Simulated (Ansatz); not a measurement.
## Trial structures of CdSeS4: starts and ends

The calculation used Ansatz 0.2.0, DFT PBE, scalar-relativistic, plane waves, PAW. Settings: cutoff 420 eV, Γ-centred meshes spaced at most about 0.3 Å⁻¹, and about 0.25 Å⁻¹ or finer for metals (2π included), Gaussian smearing. No spin polarisation in the final relaxations.

Each guess was relaxed in cell and atoms at zero pressure, within the symmetry of its start. These are static total energies at zero pressure. Coordination counts S or Se atoms around Cd (for each partner element, those within 1.25 times its shortest distance or 1.15 times the sum of covalent radii, where it is the nearest in units of that sum or under 1.3; the shortest distance is added where it exceeds 1.18 times the sum of covalent radii).

```csv
guess,made from,start group,V start (Å³/atom),end group,V end (Å³/atom),coordination at the end,gap on mesh (eV),E over the lowest end (meV/atom)
1,Na4TeSe type,P4/mmm,29.3,P4/mmm,22.2,Cd 8 from 3.0 Å,0,0
2,AlTlF4 type,P4/mmm,22.2,P4/mmm,40.5,Cd 4,0,618
3,CeNdC4 type,P4/mmm,20.6,P4/mmm,23.4,Cd 8,0,76
4,EuAlAg4 type,P-6m2,24.0,P-6m2,27.2,Cd 6,0.04,142
5,GdYCo4 type,F-43m,24.4,?,?,?,?,?
```

Guess 5 as it starts:

```yaml
crystal:
  lattice:
    - [0.00000, 4.18330, 4.18330]
    - [4.18330, 0.00000, 4.18330]
    - [4.18330, 4.18330, 0.00000]
  atoms:
    - { symbol: Cd, position: [0.75000, 0.75000, 0.75000] }
    - { symbol: Se, position: [0.00000, 0.00000, 0.00000] }
    - { symbol: S, position: [0.87506, 0.37498, 0.37498] }
    - { symbol: S, position: [0.37498, 0.37498, 0.37498] }
    - { symbol: S, position: [0.37498, 0.87506, 0.37498] }
    - { symbol: S, position: [0.37498, 0.37498, 0.87506] }
```

Question: Fill in the missing row: what does this guess relax into, and where does it rank?

Answer: It ends in space group F-43m (No. 216), with a = 7.728 Å, 19.2 Å³/atom and no gap. It lies 0.55 eV/atom over the lowest end, above guess 4 and below guess 2. Counting S or Se atoms around Cd, this end has Cd 16 from 3.2 Å and the lowest (guess 1) has Cd 8 from 3.0 Å. The lowest (guess 1) holds S–S pairs (shortest 2.08 Å); in this end the shortest S–S distance is 2.47 Å, near bonding range too.

```xyz
6
Lattice="0.0000 3.8640 3.8640 3.8640 0.0000 3.8640 3.8640 3.8640 0.0000" Properties=species:S:1:pos:R:3 pbc="T T T"
Cd    5.7960    5.7960    5.7960
Se    0.0000    0.0000    0.0000
S     2.8042    2.8042    2.8042
S     2.8042    4.9239    4.9239
S     4.9239    4.9239    2.8042
S     4.9239    2.8042    4.9239
```

Formation energies are uncorrected and refer to the elements' standard structures at the same level.

Question: Is the lowest end bound against the elements?

Answer: No: its formation energy is +0.32 eV/atom. It can't be a ground state, since the elements alone are lower.

Weakly bound directions are ill-defined at this level, which has no dispersion term (P4/mmm at 23.4 Å³/atom, P-6m2, P4/mmm at 40.5 Å³/atom), and this can change margins and order among such cells. A magnetic state wasn't ruled out in cells without spin, among them P4/mmm at 23.4 Å³/atom, F-43m, P4/mmm at 40.5 Å³/atom. The reference forms of S and Se are held partly by dispersion forces, which this level lacks. Cells relaxed within their symmetry can be saddle points. A lower structure may well exist outside this small set. Some candidate types were left out of the draw beforehand, so a known form may be missing.
